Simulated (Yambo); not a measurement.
Yambo run on LiTaF6 (space group R-3, No. 148). The wavefunctions are norm-conserving PBEsol (Quantum ESPRESSO, 84 Ry, without SOC) ones on a 2×2×2 mesh (29 occupied bands); a = b = c = 5.421 Å, α = β = γ = 56.95°.

Yambo input:

```
rim_cut
gw0
dyson
el_el_corr
HF_and_locXC
ppa
em1d
RandQpts= 1000000
RandGvec= 1 Ry
EXXRLvcs= 84 Ry
VXCRLvcs= 336 Ry
Chimod= "HARTREE"
% BndsRnXp
 2 | 160 |
%
NGsBlkXp= 6 Ry
% LongDrXp
 1.0 | 1.0 | 1.0 |
%
PPAPntXp= 27.2114 eV
% GbndRnge
 1 | 160 |
%
GTermKind= "BG"
DysSolver= "n"
ExtendOut
% QPkrange
 1 | 1 | 29 | 29 |
 2 | 2 | 29 | 30 |
%
```

k points by index: 1 = Γ, 2 = L.

The o-*.qp file then holds:

```
#    K-point    Band    Eo [eV]    E [eV]    E-Eo [eV]    Vxc [eV]    Vnlxc [eV]    Sc|Eo [eV]    Sc|E [eV]    dSc/dw|Eo [eV]    Re(Z)    Im(Z)
#
    1    29    0.000000    -2.197909    -2.197909    -22.68983    -30.38653    4.985142    5.498788    -6.358803    0.810580    -0.001184
    2    29    -0.069737    -2.282801    -2.213064    -22.59067    -30.29499    4.974125    5.491254    -6.358091    0.810597    -0.001183
    2    30    6.458053    8.987135    2.529082    -17.53096    -11.30264    -3.269729    -3.699237    -4.621028    0.854831    -0.001153
```
(The two width columns are left out.) Convergence of these settings isn't established.

Geometry of the Materials Project entry, not relaxed at this level.

The structure is a Materials Project entry; no match was found in the copy of COD used, and its stability was not checked.
